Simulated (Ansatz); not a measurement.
**NbTe, relaxed from a rocksalt start to space group R-3m (read at 0.02 Å): a workflow**

Computed with Ansatz (plane waves, PAW, 500 eV cutoff): r²SCAN, scalar-relativistic, collinear spin, Γ-centred 10×10×5 mesh, 0.05 eV Gaussian smearing; PAW files: Ansatz's generated set soft_2.

The structure was built from a prototype; whether the compound forms in it isn't claimed.

The start:

```
CELL_PARAMETERS angstrom
0.00000 2.89000 2.89000
2.89000 0.00000 2.89000
2.89000 2.89000 0.00000
ATOMIC_POSITIONS crystal
Nb 0.50000 0.50000 0.50000
Te 0.00000 0.00000 0.00000
```

Starting moments (μB, in the order of the atoms): 2.0, 0.0.

The steps in volume:

```tsv
run	level	k-mesh	kind	V (Å³/atom)	P (GPa)	E − E(final) (meV/atom)	gap on the mesh (eV)	largest moment (μB)
1	PBE, 420 eV	6×6×6	fixed cell	24.14	-4.5	–	metal	0.00
2	PBE, 420 eV	6×6×6	fixed cell	23.41	-1.8	–	metal	0.00
3	PBE, 420 eV	6×6×6	fixed cell	22.97	0.0	–	metal	0.00
4	r²SCAN	10×10×10	fixed cell	22.97	6.9	241.0	metal	1.67
5	r²SCAN	10×10×10	fixed cell	24.02	4.9	201.8	metal	1.96
6	r²SCAN	10×10×10	fixed cell	26.91	-2.2	184.6	metal	2.23
7	r²SCAN	10×10×10	fixed cell	25.82	0.0	177.3	metal	2.14
8	r²SCAN	10×10×5	shape and atoms relaxed, volume fixed, new magnetic order	25.82	-3.3	15.1	0.17	2.07
9	r²SCAN	10×10×5	shape and atoms relaxed, volume fixed, new magnetic order	25.25	-2.1	5.4	0.13	2.02
10	r²SCAN	10×10×5	shape and atoms relaxed, volume fixed, new magnetic order	24.43	-0.1	0.1	0.11	1.96
11	r²SCAN	10×10×5	shape and atoms relaxed, volume fixed, new magnetic order	24.40	0.1	0.0	0.08	1.96
```

At this volume the pressure is 0.13 GPa; it isn't quite the equilibrium of this level of theory.

The final structure (symmetry read at 0.01 Å). It takes space group R-3m (No. 166, trigonal). Conventional cell: a = 4.383 Å, b = 4.383 Å, c = 8.800 Å, α = 90.00°, β = 90.00°, γ = 120.00°. Nb (site symmetry -3m) has 6 Te at 2.92 Å as nearest neighbours. Te (site symmetry -3m) is surrounded by 6 Nb at 2.92 Å. (Neighbours are counted to 15 % beyond the shortest distance.)

- Among 5 magnetic starts the lowest energy, to 0.5 meV/atom, came from: antiferromagnetic, doubled cell, propagation vector (0, 0, 1/2). The next state (antiferromagnetic, doubled cell, propagation vector (0, 1/2, 1/2)) lies 3.8 meV/atom higher.
- At the final geometry the gap, band path included, is zero (metallic) and the site spin moments are Nb 1.96, -1.96 μB.
- The runs in the table took roughly 23 core-minutes.

For elements this heavy, spin–orbit coupling would shift levels and gaps; it isn't included here. The run wasn't fully tested for a lower electronic state. Site moments are of spin, integrated over atomic spheres.

For this crystal the k-mesh misses a band edge: under r²SCAN at the relaxed cell a band path gives a gap of zero (metallic) where the mesh alone gives 0.08 eV, so gaps on the mesh are upper bounds.
